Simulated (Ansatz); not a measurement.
# Property card for YTiGe

YTiGe:
```cif
data_Ge2Ti2Y2
_chemical_formula_sum 'Y2 Ge2 Ti2'
_space_group_name_H-M_alt 'P 1'
_space_group_IT_number 1
_cell_length_a 4.05360
_cell_length_b 4.05360
_cell_length_c 7.66711
_cell_angle_alpha 90.000
_cell_angle_beta 90.000
_cell_angle_gamma 90.000
loop_
_space_group_symop_operation_xyz
  'x, y, z'
loop_
_atom_site_label
_atom_site_type_symbol
_atom_site_fract_x
_atom_site_fract_y
_atom_site_fract_z
_atom_site_occupancy
Y1 Y 0.50000 0.00000 0.65830 1
Y2 Y 0.00000 0.50000 0.34170 1
Ge1 Ge 0.50000 0.00000 0.24335 1
Ge2 Ge 0.00000 0.50000 0.75665 1
Ti1 Ti 0.00000 0.00000 0.00000 1
Ti2 Ti 0.50000 0.50000 0.00000 1
```

Space group P4/nmm (No. 129); conventional cell a = 4.0536 Å, b = 4.0536 Å, c = 7.6671 Å, α = 90.00°, β = 90.00°, γ = 90.00°.

Method: plane-wave PAW r²SCAN (Ansatz code). The cell and atoms are relaxed at this level. Other levels are named where they apply.

### Cell and energy

- Volume per atom = 21.00 Å³
- Density = 5.52 g/cm³
- Formation energy from the elements (no fitted shifts) = -0.79 eV/atom

### Electronic structure

* **Electronic character**: metallic (no gap)
* **Density of states at the Fermi level**: 0.70 states/eV per atom (mean over ±0.08 eV)

### Mechanics

* **Bulk modulus (Birch–Murnaghan fit)**: 91.9 GPa
* **Pressure derivative B′**: 4.6

### Charges

- Bader charges: Y +1.55, Ge -2.26, Ti +0.71 e

The workflow started from an entry of the Crystallography Open Database (COD), which files this formula under 2 space groups. Its standing as an ambient phase is unchecked. The r²SCAN relaxation kept the symmetry of its start; whether a distortion lowers the energy is not shown. The run is not spin-polarised. The references are the lowest solids computed at this level, not always the standard phases. Spin–orbit coupling is left out wherever it is not named.

Potentials: the later of the program's two PAW sets.
